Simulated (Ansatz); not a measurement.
Method: DFT PBE, scalar-relativistic, plane waves, PAW (Ansatz 0.2.0). Settings: cutoff 420 eV, Γ-centred meshes spaced at most about 0.3 Å⁻¹, and about 0.25 Å⁻¹ or finer for metals (2π included), Gaussian smearing. No spin polarisation in the final relaxations.

These are static total energies at zero pressure.

Two forms of CuRu₂ were relaxed alike.

A.

```xyz
3
Lattice="4.2959 0.0000 0.0000 -2.1480 3.7204 0.0000 0.0000 0.0000 2.5845" Properties=species:S:1:pos:R:3 pbc="T T T"
Cu    0.0000    0.0000    0.0000
Ru    0.0000    2.4803    1.2922
Ru    2.1480    1.2401    1.2922
```

B.

```xyz
6
Lattice="0.0000 3.5497 3.5497 3.5497 0.0000 3.5497 3.5497 3.5497 0.0000" Properties=species:S:1:pos:R:3 pbc="T T T"
Cu    3.5497    3.5497    3.5497
Cu    5.3246    5.3246    5.3246
Ru    0.8874    0.8874    0.8874
Ru    0.8874    2.6623    2.6623
Ru    2.6623    0.8874    2.6623
Ru    2.6623    2.6623    0.8874
```

Question: Which would you expect to be lower, and how large is the difference?

Answer: A is lower, by 0.35 eV/atom. A has space group P6/mmm (No. 191), 13.8 Å³/atom and no gap on its mesh; B has the cubic Laves (C15) type, space group Fd-3m (No. 227), 14.9 Å³/atom and no gap. Counting all near atoms (those within 1.25 times the shortest distance at each site; a plus sign parts nearer from farther groups), A has Cu 14, Ru 11 and B has Cu 16, Ru 6+6. The denser one is the lower, and pressure would at first widen the difference. Even the lower one lies +0.41 eV/atom against the reference forms of the elements (uncorrected), so neither is stable at this level. In A, Cu has 2 Cu at 2.58 Å and 12 Ru at 2.80 Å; Ru is surrounded by 5 Ru at 2.48–2.58 Å and 6 Cu at 2.80 Å. In B, around Cu lie 12 Ru at 2.94 Å and 4 Cu at 3.07 Å; Ru is surrounded by 6 Ru at 2.51 Å and 6 Cu at 2.94 Å. Both come from invented guesses. A third cell relaxed alike, in P-6m2, lies 46 meV/atom below the lower of the two.

A magnetic state wasn't ruled out in cells without spin, among them Fd-3m. Cells relaxed within their symmetry can be saddle points.
